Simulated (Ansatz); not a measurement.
Consider the following.

PbIBr:
```
PbIBr
1.0
    8.76980     0.00000     0.00000
    0.00000     4.45849     0.00000
    0.00000     0.00000    10.62514
Pb I Br
4 4 4
Direct
  0.15386   0.75000   0.84457
  0.84614   0.25000   0.15543
  0.34614   0.25000   0.34457
  0.65386   0.75000   0.65543
  0.99702   0.25000   0.67232
  0.00298   0.75000   0.32768
  0.50298   0.75000   0.17232
  0.49702   0.25000   0.82768
  0.34201   0.75000   0.55171
  0.65799   0.25000   0.44829
  0.15799   0.25000   0.05171
  0.84201   0.75000   0.94829
```

This is the r²SCAN+D4-relaxed structure. Cartesian axes are those of the cell as given.

All from plane-wave PAW r²SCAN+D4 (Ansatz code), unless another level is named. Predict the formation energy from the elements (no fitted shifts).

-0.90 eV/atom.

Next, the electron effective mass?

0.24, 0.70, 1.7 mₑ (principal values).

Give the valence-band maximum.

at T (k = 0.000, 0.500, 0.500).

Predict the weight of the conduction-edge state by species (Voronoi cells).

Pb 60 %, I 26 %, Br 15 %.

Give the conduction-band minimum.

off the standard path, at k = (0.135, 0.000, 0.359).

Give the weight of the valence-edge state by species (Voronoi cells).

I 67 %, Br 24 %, Pb 9 %.

Space group Pnma. The workflow started from a Materials Project entry (that database holds measured and hypothetical structures alike); the Crystallography Open Database copy checked does not list it. Whether it is the stable phase at ambient conditions was not checked. Symmetry was held in the r²SCAN+D4 relaxation; whether a distortion lowers the energy is not shown. The references are the lowest solids computed at this level, not always the standard phases. Spin–orbit coupling is left out wherever it is not named.

Potentials: the later of the program's two PAW sets.

Edges and masses are those of Kohn–Sham bands, whose gap is no quasiparticle gap.
